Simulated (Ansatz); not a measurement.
NbNO:
```cif
data_N4Nb4O4
_chemical_formula_sum 'Nb4 O4 N4'
_space_group_name_H-M_alt 'P 1'
_space_group_IT_number 1
_cell_length_a 5.19377
_cell_length_b 4.90062
_cell_length_c 5.02013
_cell_angle_alpha 90.000
_cell_angle_beta 90.000
_cell_angle_gamma 90.000
loop_
_space_group_symop_operation_xyz
  'x, y, z'
loop_
_atom_site_label
_atom_site_type_symbol
_atom_site_fract_x
_atom_site_fract_y
_atom_site_fract_z
_atom_site_occupancy
Nb1 Nb 0.02371 0.28267 0.24180 1
Nb2 Nb 0.97629 0.71733 0.74180 1
Nb3 Nb 0.52371 0.71733 0.24180 1
Nb4 Nb 0.47629 0.28267 0.74180 1
O1 O 0.37645 0.06092 0.11788 1
O2 O 0.62355 0.93908 0.61788 1
O3 O 0.87645 0.93908 0.11788 1
O4 O 0.12355 0.06092 0.61788 1
N1 N 0.22522 0.53263 0.99632 1
N2 N 0.77478 0.46737 0.49632 1
N3 N 0.72522 0.46737 0.99632 1
N4 N 0.27478 0.53263 0.49632 1
```

Relaxed with PBE.

Question: Which orbitals make up the states near the band edges in PBE in the plane-wave PAW code Ansatz?

Answer: Top 1 eV of the valence band: N 2p 53 %, O 2p 31 %, Nb 4d 12 %. Bottom 1 eV of the conduction band: Nb 4d 84 %, N 2p 6 %, O 2p 5 %. Projections are on Löwdin-orthogonalised atomic valence shells; empty p or d shells of many metals are not among them.

Question: Tabulate the density of states.

Answer: States/eV per cell of 12 atoms, in 0.25 eV bins, energy from the valence-band maximum.

```csv
E (eV),total,Nb 4d,O 2p,N 2p
-7.85,0.00,0.00,0.00,0.00
-7.60,0.00,0.00,0.00,0.00
-7.35,0.00,0.00,0.00,0.00
-7.10,0.00,0.00,0.00,0.00
-6.85,0.00,0.00,0.00,0.00
-6.60,0.00,0.00,0.00,0.00
-6.35,0.00,0.00,0.00,0.00
-6.10,0.82,0.28,0.24,0.25
-5.85,5.08,1.70,1.48,1.57
-5.60,7.95,2.76,2.50,2.30
-5.35,12.81,4.51,4.63,3.21
-5.10,10.90,3.76,4.18,2.59
-4.85,7.07,2.32,2.74,1.74
-4.60,9.00,2.60,3.62,2.33
-4.35,8.30,2.14,3.62,2.04
-4.10,4.94,1.16,2.11,1.35
-3.85,6.68,1.48,2.80,1.96
-3.60,7.09,1.62,2.92,2.13
-3.35,8.60,2.01,3.36,2.76
-3.10,7.54,1.75,3.30,2.11
-2.85,8.37,1.81,3.54,2.59
-2.60,10.23,2.07,4.45,3.24
-2.35,9.81,1.88,4.39,3.13
-2.10,8.50,1.53,3.68,2.94
-1.85,7.83,1.39,3.40,2.72
-1.60,7.68,1.24,3.56,2.57
-1.35,7.66,1.01,4.06,2.31
-1.10,8.48,0.98,4.08,3.10
-0.85,9.13,0.91,3.84,4.01
-0.60,7.86,0.89,2.17,4.46
-0.35,8.79,1.27,1.92,5.28
-0.10,0.88,0.15,0.16,0.53
0.15,0.00,0.00,0.00,0.00
0.40,0.00,0.00,0.00,0.00
0.65,0.00,0.00,0.00,0.00
0.90,0.00,0.00,0.00,0.00
1.15,0.00,0.00,0.00,0.00
1.40,0.12,0.10,0.00,0.01
1.65,0.50,0.43,0.02,0.03
1.90,2.35,2.01,0.09,0.14
2.15,6.38,5.34,0.36,0.42
2.40,10.22,8.35,0.82,0.60
2.65,10.15,7.94,1.00,0.71
2.90,6.29,4.78,0.58,0.57
3.15,7.20,5.28,0.67,0.77
3.40,7.85,5.62,0.86,0.85
3.65,6.49,4.41,0.67,0.91
3.90,3.10,1.99,0.27,0.56
4.15,2.54,1.54,0.18,0.49
4.40,6.41,4.20,0.40,0.56
4.65,10.10,6.54,0.85,0.85
4.90,8.09,5.06,0.78,0.95
5.15,6.41,3.85,0.58,0.97
5.40,3.25,1.94,0.28,0.56
5.65,3.09,1.83,0.31,0.58
5.90,7.12,4.05,0.61,1.64
6.15,9.70,5.38,0.77,2.56
```

Space group Pca2_1. The start of the workflow was typed in or built on a structure type; neither database checked (COD, Materials Project) lists it. COD files the formula under space group No. 14. Whether it is the stable phase at ambient conditions was not checked. Symmetry was held in the PBE relaxation; whether a distortion lowers the energy is not shown. The workflow began spin-polarised and lost its moments. Spin–orbit coupling is left out wherever it is not named.

Potentials: the earlier of the program's two PAW sets.
